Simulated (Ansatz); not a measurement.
LiNbO3:
Space group R-3c, hexagonal axes (No. 167); a = 5.184 Å, b = 5.184 Å, c = 13.689 Å, α = 90.00°, β = 90.00°, γ = 120.00°

```
atom  site  symmetry       x       y       z
----  ----  --------  ------  ------  ------
Li      6a        32  0.0000  0.0000  0.2500
Nb      6b       -3.  0.0000  0.0000  0.0000
O      18e        .2  0.3784  0.3784  0.2500
```
(The calculation used a cell of 10 atoms; values per cell refer to that cell.)

Relaxed with r²SCAN.

Problem. Give the optical modes at the zone centre with their infrared and Raman activity from DFPT, DFT-r²SCAN in the program Ansatz with PAW potentials.

Solution. Transverse frequencies, without the LO–TO term; a row sums one degenerate level.

```
ω (cm⁻¹)  degeneracy  IR ((D/Å)²/amu)  Raman (Å⁴/amu)  activity  symmetry
--------  ----------  ---------------  --------------  --------  --------
217i               1           125.79               0        IR       A2u
120i               2           185.92               0        IR        Eu
100i               1             0.00               0    silent       A2g
46                 1            22.60               0        IR       A2u
184                2             0.00              13     Raman        Eg
195                2             1.94               0        IR        Eu
288                1             0.00               0    silent       A1u
383                2            49.06               0        IR        Eu
389                1             0.00             170     Raman       A1g
424                1             0.00               0    silent       A2g
425                1             0.00               0    silent       A1u
427                2             0.00              63     Raman        Eg
440                2            52.30               0        IR        Eu
469                1            49.10               0        IR       A2u
488                2             0.00             140     Raman        Eg
517                2            43.44               0        IR        Eu
560                2             0.00             140     Raman        Eg
883                1             0.00               0    silent       A2g
```

Problem. How high does the top mode go among those that the LO–TO term moves?

Solution. 839 cm⁻¹ for q along x, 839 cm⁻¹ for q along y, 835 cm⁻¹ for q along z.

The workflow started from a Materials Project entry (that database holds measured and hypothetical structures alike); the Crystallography Open Database files this formula in space group No. 167, but the cells were not matched. It is not the phase usual at ambient conditions (space group No. 161). Symmetry was held in the r²SCAN relaxation. At this level the phase is dynamically unstable (imaginary phonons). The run is not spin-polarised.

Potentials: the earlier of the program's two PAW sets.
